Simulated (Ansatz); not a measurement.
# Notes on Mo

```xyz
1
Lattice="-1.5927 1.5927 1.5927 1.5927 -1.5927 1.5927 1.5927 1.5927 -1.5927" Properties=species:S:1:pos:R:3 pbc="T T T"
Mo    0.0000    0.0000    0.0000
```

Single point in Ansatz 0.2.0 with r2SCAN, no spin polarisation. Cutoff 500 eV, PAW datasets, 15×15×15 Γ-centred k mesh, fermi-dirac filling (width 0.1 eV).

Task: Describe some of the short contacts.

Result: Mo–Mo at 2.76 Å: least valence density 0.36 e/Å³ and ELF 0.30 there. These are pseudo-fields; inside the PAW spheres they differ from the all-electron ones.

Task: What happens at the Fermi level?

Result: It is a metal, with about 0.52 states/eV a cell as the mean within 0.25 eV of the Fermi level, mostly Mo d (86 %).

Task: What does the stress say?

Result: The pressure is -8.3 GPa (compression positive), so with the atoms held at these fractions the cell would first shrink.

Origin: a database entry at a rescaled volume.
